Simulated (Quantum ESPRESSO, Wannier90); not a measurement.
Tight-binding from DFT: CsPbBr3 (cubic perovskite)

Cell from Materials Project (mp-600089), symmetrised, no further relaxation. COD (Crystallography Open Database) records the formula in this space group. Ideal cubic forms of this type are often high-temperature phases that distort on cooling; symmetry holds the cell here, and its stability was not tested. Level: PBEsol, spinors with spin-orbit coupling; pw.x of Quantum ESPRESSO at 45 Ry with PseudoDojo potentials, 4×4×4 k-points, Wannier90. Density: 6×6×6 mesh, Gaussian smearing 0.01 Ry.

On the energy scale of pw.x, whose zero is arbitrary, the valence-band maximum lies at 3.30 eV.

Input w.win:

```
num_bands = 2
num_wann = 2
exclude_bands = 3-72
spinors = true
num_iter = 1000
conv_tol = 1.0e-6
conv_window = 4
write_hr = true
write_u_matrices = true
auto_projections = true
begin unit_cell_cart
ang
    5.9486300000    0.0000000000    0.0000000000
    0.0000000000    5.9486300000    0.0000000000
    0.0000000000    0.0000000000    5.9486300000
end unit_cell_cart
begin atoms_frac
Cs   0.0000000000  0.0000000000  0.0000000000
Pb   0.5000000000  0.5000000000  0.5000000000
Br   0.5000000000  0.5000000000  0.0000000000
Br   0.0000000000  0.5000000000  0.5000000000
Br   0.5000000000  0.0000000000  0.5000000000
end atoms_frac
mp_grid = 4 4 4
begin kpoints
0.0000000000 0.0000000000 0.0000000000
0.0000000000 0.0000000000 0.2500000000
0.0000000000 0.0000000000 0.5000000000
... (61 more lines: the 4x4x4 mesh through Gamma)
end kpoints
```

Input of pw2wannier90.x that gives the overlap and projection files (equivalent; here they were cut from one run over all bands):

```
&inputpp
  outdir = './out'
  prefix = 'pwscf'
  seedname = 'w'
  write_amn = .true.
  write_mmn = .true.
  atom_proj = .true.
  atom_proj_exclude = 3 4 5 6 7 8 9 10 11 12 13 14 15 16 17 18 19 20 21 22 23 24 25 26 27 28 29 30 31 32 33 34 35 36 37 38 39 40 41 42 43 44 45 46 47 48 49 50 51 52
/
```

Output w.wout (banner and timings cut):

```
                                    ------
                                    SYSTEM
                                    ------

                              Lattice Vectors (Ang)
                    a_1     5.948630   0.000000   0.000000
                    a_2     0.000000   5.948630   0.000000
                    a_3     0.000000   0.000000   5.948630

                   Unit Cell Volume:     210.49940  (Ang^3)

                        Reciprocal-Space Vectors (Ang^-1)
                    b_1     1.056241   0.000000   0.000000
                    b_2     0.000000   1.056241   0.000000
                    b_3     0.000000   0.000000   1.056241

 *----------------------------------------------------------------------------*
 |   Site       Fractional Coordinate          Cartesian Coordinate (Ang)     |
 +----------------------------------------------------------------------------+
 | cs   1   0.00000   0.00000   0.00000   |    0.00000   0.00000   0.00000    |
 | pb   1   0.50000   0.50000   0.50000   |    2.97431   2.97431   2.97431    |
 | br   1   0.50000   0.50000   0.00000   |    2.97431   2.97431   0.00000    |
 | br   2   0.00000   0.50000   0.50000   |    0.00000   2.97431   2.97431    |
 | br   3   0.50000   0.00000   0.50000   |    2.97431   0.00000   2.97431    |
 *----------------------------------------------------------------------------*
                                ------------
                                K-POINT GRID
                                ------------

             Grid size =  4 x  4 x  4      Total points =   64

 *---------------------------------- MAIN ------------------------------------*
 |  Number of Wannier Functions               :                 2             |
 |  Number of Objective Wannier Functions     :                 2             |
 |  Number of input Bloch states              :                 2             |
 |  Output verbosity (1=low, 5=high)          :                 1             |
 |  Timing Level (1=low, 5=high)              :                 1             |
 |  Optimisation (0=memory, 3=speed)          :                 3             |
 |  Length Unit                               :               Ang             |
 |  Post-processing setup (write *.nnkp)      :                 F             |
 |  Using Gamma-only branch of algorithms     :                 F             |
 *----------------------------------------------------------------------------*
 *------------------------------- WANNIERISE ---------------------------------*
 |  Total number of iterations                :              1000             |
 |  Number of CG steps before reset           :                 5             |
 |  Trial step length for line search         :             2.000             |
 |  Convergence tolerence                     :         0.100E-05             |
 |  Convergence window                        :                 4             |
 |  Iterations between writing output         :                 1             |
 |  Iterations between backing up to disk     :               100             |
 |  Write r^2_nm to file                      :                 F             |
 |  Write xyz WF centres to file              :                 F             |
 |  Write on-site energies <0n|H|0n> to file  :                 F             |
 |  Use guiding centre to control phases      :                 F             |
 |  Use phases for initial projections        :                 F             |
 *----------------------------------------------------------------------------*
 *-------------------------------- PLOTTING ----------------------------------*
 |  Plotting Hamiltonian in WF basis          :                 T             |
 *----------------------------------------------------------------------------*

 *---------------------------------- K-MESH ----------------------------------*
 +----------------------------------------------------------------------------+
 |                    Distance to Nearest-Neighbour Shells                    |
 |                    ------------------------------------                    |
 |          Shell             Distance (Ang^-1)          Multiplicity         |
 |          -----             -----------------          ------------         |
 |             1                   0.264060                      6            |
 |             2                   0.373437                     12            |
 |             3                   0.457366                      8            |
 |             4                   0.528120                      6            |
 |             5                   0.590457                     24            |
 |             6                   0.646813                     24            |
 |             7                   0.746875                     12            |
 |             8                   0.792181                     30            |
       ... (lines left out)
 +----------------------------------------------------------------------------+
 | The b-vectors are chosen automatically                                     |
 | The following shells are used:                       1                     |
 +----------------------------------------------------------------------------+
 |                        Shell   # Nearest-Neighbours                        |
 |                        -----   --------------------                        |
 |                          1               6                                 |
 +----------------------------------------------------------------------------+
 | Completeness relation is fully satisfied [Eq. (B1), PRB 56, 12847 (1997)]  |
 +----------------------------------------------------------------------------+
 |                  b_k Vectors (Ang^-1) and Weights (Ang^2)                  |
 |                  ----------------------------------------                  |
 |            No.         b_k(x)      b_k(y)      b_k(z)        w_b           |
 |            ---        --------------------------------     --------        |
 |             1         0.000000    0.000000    0.264060     7.170743        |
 |             2         0.000000    0.264060    0.000000     7.170743        |
 |             3         0.264060    0.000000    0.000000     7.170743        |
 |             4         0.000000    0.000000   -0.264060     7.170743        |
 |             5         0.000000   -0.264060    0.000000     7.170743        |
 |             6        -0.264060    0.000000    0.000000     7.170743        |
 +----------------------------------------------------------------------------+
 |                           b_k Directions (Ang^-1)                          |
 |                           -----------------------                          |
 |            No.           x           y           z                         |
 |            ---        --------------------------------                     |
 |             1         0.000000    0.000000    0.264060                     |
 |             2         0.000000    0.264060    0.000000                     |
 |             3         0.264060    0.000000    0.000000                     |
 +----------------------------------------------------------------------------+

 Starting a new Wannier90 calculation ...

 Reading overlaps from w.mmn

 Reading projections from w.amn

 *------------------------------- WANNIERISE ---------------------------------*
 +--------------------------------------------------------------------+<-- CONV
 | Iter  Delta Spread     RMS Gradient      Spread (Ang^2)            |<-- CONV
 +--------------------------------------------------------------------+<-- CONV

 ------------------------------------------------------------------------------
 Initial State
  WF centre and spread    1  ( -0.000000,  0.000000,  0.000000 )     0.94787670
  WF centre and spread    2  ( -0.000000, -0.000000, -0.000000 )     0.94787670
  Sum of centres and spreads ( -0.000000,  0.000000,  0.000000 )     1.89575340

      0     0.190E+01     0.0000000000        1.8957534050  <-- CONV
        O_D=      0.0000000 O_OD=      0.0000000 O_TOT=      1.8957534 <-- SPRD
 ------------------------------------------------------------------------------
      1     0.000E+00     0.0000000002        1.8957534050  <-- CONV
        O_D=      0.0000000 O_OD=      0.0000000 O_TOT=      1.8957534 <-- SPRD
      2     0.000E+00     0.0000000002        1.8957534050  <-- CONV
        O_D=      0.0000000 O_OD=      0.0000000 O_TOT=      1.8957534 <-- SPRD
      3     0.000E+00     0.0000000002        1.8957534050  <-- CONV
        O_D=      0.0000000 O_OD=      0.0000000 O_TOT=      1.8957534 <-- SPRD
      4     0.000E+00     0.0000000002        1.8957534050  <-- CONV
        O_D=      0.0000000 O_OD=      0.0000000 O_TOT=      1.8957534 <-- SPRD
             <<<     Delta < 1.000E-06  over  4 iterations     >>>
             <<< Wannierisation convergence criteria satisfied >>>
 Final State
  WF centre and spread    1  ( -0.000000,  0.000000,  0.000000 )     0.94787670
  WF centre and spread    2  ( -0.000000, -0.000000, -0.000000 )     0.94787670
  Sum of centres and spreads ( -0.000000,  0.000000,  0.000000 )     1.89575340

         Spreads (Ang^2)       Omega I      =     1.895753405
        ================       Omega D      =     0.000000000
                               Omega OD     =     0.000000000
    Final Spread (Ang^2)       Omega Total  =     1.895753405
```
